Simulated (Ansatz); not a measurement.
## Rb3NaH4: where the heat goes in a short trajectory

Computed with DFT PBEsol, scalar-relativistic, plane waves, PAW in Ansatz 0.2.0. Settings: plane waves to 420 eV, k-mesh 2×2×2 (shifted by 0.5, 0.5, 0.5 steps), Fermi–Dirac smearing 0.22 eV. The mesh is coarse. No spin polarisation.

16 atoms start on the lattice sites below (V = 439.1 Å³, 1.10 times the source cell's; static pressure -1.59 GPa, largest force component 0.00 eV/Å) with velocities drawn for 2600 K; Nosé–Hoover thermostat aiming at the same temperature, at which the real crystal may have melted, fixed cell, 44 steps of 0.5 fs.

```yaml
crystal:
  lattice:
    - [-6.03268, 6.03268, 0.00000]
    - [0.00000, 6.03268, -6.03268]
    - [-6.03268, 0.00000, -6.03268]
  atoms:
    - { symbol: Rb, position: [0.75000, 0.25000, 0.25000] }
    - { symbol: Rb, position: [0.25000, 0.75000, 0.75000] }
    - { symbol: Rb, position: [0.75000, 0.75000, 0.25000] }
    - { symbol: Rb, position: [0.25000, 0.25000, 0.75000] }
    - { symbol: Rb, position: [0.25000, 0.75000, 0.25000] }
    - { symbol: Rb, position: [0.75000, 0.25000, 0.75000] }
    - { symbol: Na, position: [0.75000, 0.75000, 0.75000] }
    - { symbol: Na, position: [0.25000, 0.25000, 0.25000] }
    - { symbol: H, position: [0.50000, 0.00000, 0.00000] }
    - { symbol: H, position: [0.00000, 0.50000, 0.50000] }
    - { symbol: H, position: [0.50000, 0.50000, 0.00000] }
    - { symbol: H, position: [0.00000, 0.00000, 0.50000] }
    - { symbol: H, position: [0.00000, 0.50000, 0.00000] }
    - { symbol: H, position: [0.50000, 0.00000, 0.50000] }
    - { symbol: H, position: [0.50000, 0.50000, 0.50000] }
    - { symbol: H, position: [0.00000, 0.00000, 0.00000] }
```

| t (fs) | T (K) | kinetic energy (meV/atom) | potential energy over the first frame (meV/atom) | P with the kinetic part (GPa) |
| --- | --- | --- | --- | --- |
| 0.0 | 2600 | 315.1 | 0.0 | -0.28 |
| 1.5 | 2592 | 314.1 | 1.0 | -0.26 |
| 3.0 | 2568 | 311.2 | 3.8 | -0.21 |
| 4.5 | 2532 | 306.8 | 8.2 | -0.14 |
| 6.0 | 2486 | 301.3 | 13.8 | -0.04 |
| 7.5 | 2432 | 294.8 | 20.3 | 0.08 |
| 9.0 | 2372 | 287.4 | 27.7 | 0.21 |
| 10.5 | 2301 | 278.8 | 36.3 | 0.37 |
| 12.0 | 2212 | 268.0 | 47.2 | 0.53 |
| 13.5 | 2098 | 254.3 | 60.9 | 0.70 |
| 15.0 | 1972 | 238.9 | 76.4 | 0.86 |
| 16.5 | 1870 | 226.6 | 88.8 | 0.96 |
| 18.0 | 1840 | 223.0 | 92.6 | 1.00 |
| 19.5 | 1884 | 228.3 | 87.4 | 0.98 |
| 21.0 | 1960 | 237.5 | 78.4 | 0.92 |

T counts 3N − 3 degrees of freedom. Means over every step of the second half, not only the rows shown: T = 1991 K, kinetic energy 241.3 meV/atom, potential energy 74.2 meV/atom, P = 0.83 GPa.

Question: Does the potential energy follow equipartition for harmonic vibrations?

Answer: In a harmonic crystal each vibration holds as much potential as kinetic energy on average, here 241.3 meV/atom. The run has 74.2, a ratio of 0.31. The deficit can mean that slow modes haven't yet taken up their share, that the thermostat is still feeding kinetic energy, or that the atoms found a lower arrangement than the start. So short a run gives a rough mean. T is still well under the temperature that the thermostat aims for. Electronic entropy is part of the potential energy at this smearing.

Question: Split the rise of pressure into the kinetic part and the rest. Can a thermal Grüneisen parameter be estimated?

Answer: The program counts the kinetic part as N k_B T/V = 1.00 GPa. The pressure lies 2.42 GPa over the static one in all, so the forces add 1.42 GPa. The potential energy lies far under its harmonic share, so slow or unstable modes may dominate and no γ is drawn.

Cost: 1 run of about 9.1 core-minutes (earlier runs that led there not counted), on Arm Neoverse N1 (shared hosts).